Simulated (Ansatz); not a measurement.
BN (zinc blende), relaxed with HSE06 (Ansatz, a program for electronic structure, plane waves, PAW): a = b = c = 3.596 Å, α = β = γ = 90.00°.

| Quantity | Result |
|---|---|
| gap (eV) | 5.81 |
| B₀ by P(V) fit (GPa) | 404 |

Q: The same phase is relaxed and computed with LDA in the same code. What are the cell and these values now?

A: a = 3.581 Å, b = 3.581 Å, c = 3.581 Å, α = 90.00°, β = 90.00°, γ = 90.00°.

* **gap (eV)**: 4.39
* **B₀ by P(V) fit (GPa)**: 402

All cells were relaxed under the symmetry of their starts (and spin orders); stability against distortions was not tested throughout.

Potentials: the later of the program's two PAW sets.

Ansatz is a plane-wave DFT program.
